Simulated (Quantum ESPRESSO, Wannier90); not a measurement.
## Tight-binding from DFT: TlBr (rock salt)

```xyz
2
Lattice="0.0000 3.3420 3.3420 3.3420 0.0000 3.3420 3.3420 3.3420 0.0000" Properties=species:S:1:pos:R:3 pbc="T T T"
Tl     0.0000     0.0000     0.0000
Br     3.3420     3.3420     3.3420
```

Structure: Materials Project mp-568560, symmetrised, not relaxed again. Not found in the COD (Crystallography Open Database) copy used, which has the formula in other groups; not checked further. Method: PBEsol plane waves in Quantum ESPRESSO 7.5 (PseudoDojo norm-conserving files, 50 Ry, spinors with spin-orbit coupling), Bloch states on a 8×8×8 mesh through Γ, Wannier90 4.0.1. Density: 8×8×8 mesh, cold smearing 0.01 Ry.

Base run: 16 functions from bands 1-2,13-40 of the 40 computed, start hydrogen-like Tl: s;p; Br: s;p, centres 0.05 Å off the atoms, frozen window up to 3.31 eV relative to the valence-band maximum, outer window open. Bands 3–6 (Tl 5d 100 %), 7–12 (Tl 5d 100 %) lie between the kept ones and are excluded. Rows change the key named; with other orbitals the number of functions and the frozen window follow, as listed; window edges are relative to the valence-band maximum. The misfit compares interpolated bands with pw.x on a high-symmetry path, for states up to 2.8 eV relative to the valence-band maximum. Converged means that the tolerances were met: symmetric starts can stop on a saddle, which shows as a larger Ω_OD at equal Ω_I and can move the misfit too.

```tsv
setting	functions	frozen to (eV)	Ω_I (Å²)	Ω_D (Å²)	Ω_OD (Å²)	rms misfit (meV)	worst (meV)	ended
base	16	3.31	24.33	0.00	5.46	1.4	14	converged
only the lowest 18 of the kept bands	16	3.31	28.20	0.00	5.65	0.7	6.1	converged
only the lowest 23 of the kept bands	16	3.31	26.64	0.00	5.53	1.0	8.4	converged
only the lowest 26 of the kept bands	16	3.31	25.35	0.00	5.48	1.1	11	converged
dis_mix_ratio = 0.2	16	3.31	24.33	0.00	5.46	1.4	14	converged
```
